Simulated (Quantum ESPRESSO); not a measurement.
Electric field gradients in ZnO

```xyz
4
Lattice="3.2493 0.0000 0.0000 -1.6247 2.8140 0.0000 0.0000 0.0000 5.2057" Properties=species:S:1:pos:R:3 pbc="T T T"
Zn     0.0000     1.8760     2.5980
Zn     1.6247     0.9380    -0.0049
O      1.6247     0.9380     1.9779
O      0.0000     1.8760     4.5807
```
The cell was made here from an entry of the Crystallography Open Database (unchecked): atoms relaxed with PBE in the measured cell (PBE without dispersion, pw.x of a modified build of Quantum ESPRESSO, symmetry kept).  Stability against distortions was not tested.

Convention: |Vzz| is the largest principal value, η_Q = (Vxx − Vyy)/Vzz, |C_Q| = |eQVzz/h|. Cores are frozen. Against all-electron runs on small test molecules, this scheme's |Vzz| missed by +4 % on Zn, −2 to +6 % on O. The structure is static (0 K, no zero-point motion).

Quadrupole moments taken as inputs (sizes, barn, from the tables of PySCF and pymatgen): ⁶⁷Zn 0.15, ¹⁷O 0.0256.

Question: What do the calculations give at each independent site (field gradients by the PAW reconstruction of the field gradient on a scalar-relativistic PBE ground state (Quantum ESPRESSO, JTH datasets), 22.5 Ha, k-mesh 8×8×5 through Γ)?

Answer: 
```csv
site,site symmetry,Vzz (a.u.),η_Q,∣C_Q∣ (MHz)
"Zn (atoms 1, 2)",3m,0.051,0.00,1.80 (⁶⁷Zn)
"O (atoms 3, 4)",3m,-0.028,0.00,0.17 (¹⁷O)
```
